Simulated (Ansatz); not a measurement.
Si in space group Fd-3m (No. 227; Si on 8a, Si on 32e, Si on 96g), plane-wave PAW PBEsol (Ansatz code). The conduction-band minimum lies on the Γ–X line, 95 % of the way from Γ, with 6 equivalent valleys. Second derivatives d²E/dk² of the lowest band at one valley (eV·Å²), along Cartesian directions:

| direction | d²E/dk² |
|---|---|
| [100] | 36.54 |
| [010] | 28.37 |
| [001] | 28.37 |
| [110] | 32.38 |
| [101] | 32.38 |
| [011] | 28.19 |

Question: Find the principal effective masses, the density-of-states mass and the conductivity mass.

Answer: Off-diagonal terms follow from H_xy = H[110] − (H_xx + H_yy)/2, and m*/mₑ = 7.620 eV·Å² over each eigenvalue: 0.21, 0.27, 0.27. One valley's DOS mass (m₁m₂m₃)^(1/3) = 0.25, conductivity mass 3/(Σ 1/mᵢ) = 0.25 mₑ.

Question: What effective density of states Nc follows at 300 K for parabolic valleys?

Answer: Nc = 2.509e19 × 6 × (0.25)^(3/2) ≈ 1.9e19 cm⁻³.

The first step of the workflow began from a Materials Project structure, measured or hypothetical. Its sites differ from those of the usual phase in this space group: another stacking or structure type. Symmetry was held in the PBEsol relaxation; whether a distortion lowers the energy is not shown.

Potentials: the later of the program's two PAW sets.

Edges and masses are those of Kohn–Sham bands, whose gap is no quasiparticle gap.
